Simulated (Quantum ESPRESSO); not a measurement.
# Where does Ge sit best among Si sites?

The results below are calculated, not measured. They come from pw.x of Quantum ESPRESSO 7.5, a plane-wave density functional program, with PseudoDojo standard norm-conserving files (v0.5 for PBE, v0.4.1 for LDA and PBEsol). The cells are made up: elements, strain and atom displacements were drawn at random, and nothing was relaxed. There is no spin polarisation, spin-orbit coupling or dispersion term.

The cell has 8 sites of a zincblende or diamond lattice. Sites 1 to 4 hold X X X X; sites 5 to 8 hold Ga Si Si Si. Cell vectors in Å: (5.488, -0.048, 0.066); (-0.048, 5.521, 0.051); (0.066, 0.051, 5.556). Settings: PBE, cutoff 1088 eV, 6 x 6 x 6 k mesh shifted by half a step, Fermi-Dirac smearing of 0.1 eV.

In each run one of the sites marked X holds Ge and the others hold Si; cell and positions stay the same. E is the free energy of the cell.

| site of the guest | first shell | mean distance (Å) | E above the lowest (eV) | P (GPa) | force on the guest (eV/Å) |
| --- | --- | --- | --- | --- | --- |
| 1 | GaSi3 | 2.339 | 0.189 | 1.50 | 1.288 |
| 2 | GaSi3 | 2.434 | 0.000 | 1.33 | 0.966 |
| 3 | GaSi3 | 2.392 | 0.087 | 1.39 | 1.074 |
| 4 | GaSi3 | 2.412 | 0.045 | 1.39 | 1.619 |

A rerun of one of these cells at 1377 eV and k mesh 8 x 8 x 8 moved values by no more than 0.004 eV in the cell's energy, 0.06 GPa in stress and 0.020 eV/Å in force.

## Reading the table

Site 2 is lowest, by 0.045 eV, over three times the rerun's bound. A straight line of energy against the mean distance has a slope of -2.0 ± 0.1 eV/Å, so the guest costs less on the roomier sites. The positions are random and not relaxed, so the differences hold for this frozen cell and are not site preferences of a real crystal.